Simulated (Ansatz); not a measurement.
This guess for Ti2W is about to be relaxed.

```
Ti W
1.0
     2.81658    0.00000    0.00000
    -1.40829    2.43923    0.00000
     0.00000    0.00000   13.35003
Ti W
4 2
Direct
  0.33333 0.66667 0.91667
  0.33333 0.66667 0.58333
  0.66667 0.33333 0.08333
  0.66667 0.33333 0.41667
  0.33333 0.66667 0.25000
  0.66667 0.33333 0.75000
```

All numbers below come from DFT PBE, scalar-relativistic, plane waves, PAW (Ansatz). Cutoff 420 eV, Gaussian smearing, Γ-centred meshes. Cell and atoms relax first on a coarse mesh and then on a finer one. In between, the cell is made exact in the group found at 0.06 Å. In metals the finer mesh still leaves noise of several meV/atom or more. The steps can't lower the symmetry of their start. No spin polarisation in the relaxation; trial moments died out in a coarse test.

A guess keeps its type if space group and coordination stay and the shape of the cell changes little (axis ratios within about 15 %, angles within 6°); the volume may change.

Q: Does this structure survive the relaxation?

A: It keeps its type. The symmetry stays P6_3/mmc (No. 194). The volume per atom grows by 9.7 %, from 15.3 to 16.8 Å³. The shortest distance goes from 2.76 Å (Ti–W and Ti–Ti) to 2.84 Å (Ti–Ti and W–W). The ratio c/a of the conventional cell changes by a factor of 1.07. Counting neighbours within 15 % of an atom's shortest distance, the start has Ti 12, W 12 and the end Ti 12, W 12.

The last run used an 18×18×4 mesh (in the run's order of axes) for its 6-atom cell and Gaussian smearing of 0.10 eV. Spin–orbit coupling, which can matter for W, is left out. A structure relaxed within its symmetry needn't be a true minimum.
